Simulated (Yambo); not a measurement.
Yambo run on CsBr (CsCl type, space group Pm-3m, No. 221). The wavefunctions come from this Quantum ESPRESSO step (LDA, PseudoDojo standard norm-conserving files, scalar-relativistic):

```
&CONTROL
  calculation = 'nscf'
  pseudo_dir = './pseudo'
  outdir = './out'
/
&SYSTEM
  ibrav = 0
  nat = 2
  ntyp = 2
  ecutwfc = 48.0
  ecutrho = 192.0
  occupations = 'fixed'
  force_symmorphic = .true.
  nbnd = 178
/
&ELECTRONS
  conv_thr = 2e-09
  diago_full_acc = .true.
  diago_thr_init = 1e-08
/
ATOMIC_SPECIES
Br 79.9040 Br.upf
Cs 132.9055 Cs.upf
CELL_PARAMETERS angstrom
  4.138275860000   0.000000000000   0.000000000000
  0.000000000000   4.138275860000   0.000000000000
  0.000000000000   0.000000000000   4.138275860000
ATOMIC_POSITIONS crystal
Br   0.500000000000   0.500000000000   0.500000000000
Cs   0.000000000000   0.000000000000   0.000000000000
K_POINTS automatic
4 4 4 0 0 0
```

Yambo input:

```
rim_cut
gw0
dyson
el_el_corr
HF_and_locXC
ppa
em1d
RandQpts= 1000000
RandGvec= 1 Ry
EXXRLvcs= 48 Ry
VXCRLvcs= 192 Ry
Chimod= "HARTREE"
% BndsRnXp
 1 | 177 |
%
NGsBlkXp= 10 Ry
% LongDrXp
 1.0 | 1.0 | 1.0 |
%
PPAPntXp= 27.2114 eV
% GbndRnge
 1 | 177 |
%
GTermKind= "BG"
DysSolver= "n"
ExtendOut
% QPkrange
 1 | 1 | 8 | 9 |
 6 | 6 | 8 | 9 |
%
```

k points by index: 1 = Γ, 6 = M.

Resulting energies as the program prints them:

```
#    K-point    Band    Eo [eV]    E [eV]    E-Eo [eV]    Vxc [eV]    Vnlxc [eV]    Sc|Eo [eV]    Sc|E [eV]    dSc/dw|Eo [eV]    Re(Z)    Im(Z)
#
    1    8    0.000000    -1.615399    -1.615399    -12.84311    -16.54043    1.716910    2.081926    -6.148281    0.815695    -0.001237
    1    9    4.531842    5.367427    0.835585    -8.074738    -3.743838    -3.351895    -3.495315    -4.670011    0.853518    -0.001009
    6    8    -0.065104    -1.678780    -1.613676    -12.73728    -16.49191    1.773292    2.140963    -6.199615    0.814442    -0.001250
    6    9    5.035608    5.908084    0.872476    -8.198591    -3.727432    -3.449239    -3.598683    -4.660412    0.853775    -0.001003
```
(The two width columns are left out.) Convergence of these settings isn't established.

Spin-orbit coupling is not included.

Geometry relaxed with LDA.
